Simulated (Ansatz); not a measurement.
Si2Mo:
```xyz
9
Lattice="4.5849 0.0000 0.0000 -2.2925 3.9707 0.0000 0.0000 0.0000 6.5769" Properties=species:S:1:pos:R:3 pbc="T T T"
Si    -1.1656     3.3201     5.4808
Si     1.1269     0.6506     1.0962
Si     0.0000     1.3012     3.2885
Si     3.4580     0.6506     5.4808
Si     1.1656     3.3201     1.0962
Si     2.2925     2.6694     3.2885
Mo     2.2925     0.0000     3.2885
Mo     1.1462     1.9853     5.4808
Mo    -1.1462     1.9853     1.0962
```

Tensor components refer to the Cartesian frame of this cell.

Task: Give the high-frequency dielectric tensor and the Born effective charge tensors of the independent atoms from DFPT, plane-wave PAW r²SCAN (Ansatz code).

Result: 
ε∞:
```
26.5  0.00  0.00
0.00  26.5  0.00
0.00  0.00  23.7
```
Z* of atom 1 (Si), rows: field, columns: displacement, in e:
```
 3.94   0.12  -0.35
 0.12   4.08  -0.61
-0.56  -0.97   3.93
```
Z* of atom 7 (Mo), rows: field, columns: displacement, in e:
```
-7.51   0.00   0.00
 0.00  -8.51   0.00
 0.00   0.00  -7.86
```

Static charges for comparison (Bader): Si1 -0.09, Mo7 +0.19 e. Born charges measure polarisation by displacement and can exceed these by far.

Space group P6_222. The workflow started from a Materials Project entry (that database holds measured and hypothetical structures alike); the Crystallography Open Database copy checked does not list it. It is not the phase usual at ambient conditions (space group No. 139). Symmetry was held in the r²SCAN relaxation; its stability against distortions is not shown here. No spin polarisation was allowed. Scalar-relativistic: spin–orbit coupling is off unless named, which matters more the heavier the elements.

Potentials: the earlier of the program's two PAW sets.
